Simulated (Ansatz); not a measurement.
VSi:
```
VSi
1.0
    0.00000     2.44350     2.44350
    2.44350     0.00000     2.44350
    2.44350     2.44350     0.00000
Si V
1 1
Direct
  0.00000   0.00000   0.00000
  0.50000   0.50000   0.50000
```

Relaxed with PBE. Special points in fractions of this cell's reciprocal vectors: Γ (0.000, 0.000, 0.000); X (0.500, 0.000, 0.500); U (0.625, 0.250, 0.625); K (0.375, 0.375, 0.750); L (0.500, 0.500, 0.500); W (0.500, 0.250, 0.750).

Task: List the band energies nearest the Fermi level at these points for plane-wave PAW PBE (Ansatz code).

Result: In eV from the Fermi level; about four levels below and three above (degenerate sets whole), none deeper than 8.9 eV; points with the same levels are listed once.

| k | below | above |
|---|---|---|
| Γ | -0.91 -0.91 -0.91 -0.62 -0.62 | 3.57 3.57 3.57 |
| X | -7.74 -4.29 -2.54 | 0.07 0.11 0.11 |
| U | -7.35 -4.01 -3.87 -1.67 | 0.03 0.84 1.50 |
| L | -7.60 -5.94 -2.46 -2.46 | 0.72 0.72 1.59 |
| W | -7.22 -3.71 -3.71 -2.67 | 1.09 1.13 1.13 |

Space group Fm-3m (rock salt). A made-up cell: these elements were put on the sites of a structure type; neither database checked (COD, Materials Project) lists it. Whether it is the stable phase at ambient conditions was not checked. Symmetry was held in the PBE relaxation; its stability against distortions is not shown here. The workflow began spin-polarised and lost its moments.

Potentials: the later of the program's two PAW sets.
